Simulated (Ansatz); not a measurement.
The start is a relaxed WSe2 cell, doubled along one cell vector, shaken by Gaussian noise of σ = 0.08 Å a coordinate. The cell and all atomic positions are relaxed at zero pressure with r2SCAN (plane waves to 500 eV, PAW, scalar-relativistic; Ansatz, a first-principles code). The first steps use a coarse 6×6×3 k-mesh.

Input geometry:
```
WSe2
1.0
    0.00000     3.13109     3.13109
    3.13109     0.00000     3.13109
    6.26218     6.26218     0.00000
W Se
2 4
Direct
  0.99094   0.02212   0.00005
  0.01112   0.01615   0.47931
  0.21339   0.22658   0.13421
  0.23054   0.28510   0.61429
  0.76098   0.73694   0.38647
  0.73924   0.73729   0.88584
```
Spin-polarised start, with parallel moments on W.

Problem. What pressure does the first self-consistent step give?

Solution. +2 GPa (positive: the cell is compressed).

Problem. What is the largest force in the starting geometry, and on which atom (counted from 1)?

Solution. About 2.0 eV/Å, on Se3 (atoms numbered as listed).

Problem. How much energy is released per atom?

Solution. 0.09 eV/atom.

Problem. Is the parent structure recovered?

Solution. It relaxes back to the parent, Fm-3m (No. 225).

Problem. Is the relaxed structure metallic? Give its gap.

Solution. Zero (metallic).

Problem. What magnetic moments remain?

Solution. Net 0.63 μB/atom, ferromagnetic.

Final values are on a 13×13×13 k-mesh of the relaxed cell. Spin state reached: ferromagnetic (net 0.63 μB/atom), from parallel starting moments; other spin orders were not run from this start.

The relaxed structure here is a generated cell of WSe2: the first start was made by placing the elements on the sites of a structure type, and the end was not matched to a known phase here, so it may be hypothetical. Known forms of WSe2 include space group No. 194.
